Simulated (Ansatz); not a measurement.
# Ti$_{2}$MnGeS$_{4}$ in Ansatz, single run

Input:

```yaml
crystal:
  lattice:
    - [0.0, 5.39612541, 0.0]
    - [5.39612541, 0.0, 0.0]
    - [2.69806271, 2.69806271, -5.28706268]
  atoms:
    - { symbol: Mn, position: [0.0, 0.0, 0.0] }
    - { symbol: Ge, position: [0.5, 0.5, 0.0] }
    - { symbol: Ti, position: [0.75, 0.25, 0.5] }
    - { symbol: Ti, position: [0.25, 0.75, 0.5] }
    - { symbol: S, position: [0.3931, 0.3931, 0.7534] }
    - { symbol: S, position: [0.6069, 0.1465, 0.2466] }
    - { symbol: S, position: [0.8535, 0.8535, 0.7534] }
    - { symbol: S, position: [0.1465, 0.6069, 0.2466] }
  symmetry: { tolerance: 0.0003 }
kpoints:
  mp_grid: { grid: [4, 4, 4], shift: [0, 0, 0] }
magnetization:
  spin_polarized: false
scf:
  max_iter: 100
hamiltonian:
  pseudopotentials: { kind: paw }
  xc: r2scan
basis:
  ecutwfc: 500
output:
  forces: true
  stress: true
  eigenvalues: true
```

Launch command:

```bash
ansatz run input.yaml --threads 1 --pin off --max-ram 2560MiB --backend cpu --events-out ev --progress --plain --runs-dir out
```

Origin of the cell: a known structure type with other elements, at an estimated volume, so it need not be a known compound.

Output:

```

```

What went wrong?

It holds no occupation method: `scf.occupations` left out. The program refused the input.
